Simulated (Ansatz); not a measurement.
Bi$_{2}$Te$_{3}$:
```cif
data_Bi2Te3
_chemical_formula_sum 'Bi2 Te3'
_space_group_name_H-M_alt 'P-3m1'
_space_group_IT_number 164
_space_group_name_Hall '-P 3 2"'
_cell_length_a 4.35129
_cell_length_b 4.35129
_cell_length_c 10.56082
_cell_angle_alpha 90.000
_cell_angle_beta 90.000
_cell_angle_gamma 120.000
loop_
_atom_site_label
_atom_site_type_symbol
_atom_site_symmetry_multiplicity
_atom_site_Wyckoff_symbol
_atom_site_fract_x
_atom_site_fract_y
_atom_site_fract_z
_atom_site_occupancy
Bi1 Bi 2 d 0.33333 0.66667 0.19182 1
Te1 Te 1 a 0.00000 0.00000 0.00000 1
Te2 Te 2 d 0.66667 0.33333 0.35581 1
```

Relaxed with PBEsol.

Task: Give the optical modes at the zone centre with their infrared activity from DFPT, PBEsol in the plane-wave PAW code Ansatz.

Result: Transverse frequencies, without the LO–TO term; a row sums one degenerate level.

| ω (cm⁻¹) | degeneracy | IR ((D/Å)²/amu) | activity | symmetry |
|---|---|---|---|---|
| 40 | 2 | 0.00 | IR-inactive | Eg |
| 61 | 1 | 0.00 | IR-inactive | A1g |
| 77 | 2 | 39.36 | IR | Eu |
| 100 | 2 | 1.34 | IR | Eu |
| 104 | 2 | 0.00 | IR-inactive | Eg |
| 111 | 1 | 2.00 | IR | A2u |
| 136 | 1 | 2.29 | IR | A2u |
| 143 | 1 | 0.00 | IR-inactive | A1g |

The cell is a constructed one: a structure type filled with these elements; neither database checked (COD, Materials Project) lists it. It is not the phase usual at ambient conditions (space group No. 166). The PBEsol relaxation kept the symmetry of its start; of distortions, only those at the zone centre were tested. Scalar-relativistic: spin–orbit coupling is off unless named, which matters more the heavier the elements.

Potentials: the later of the program's two PAW sets.
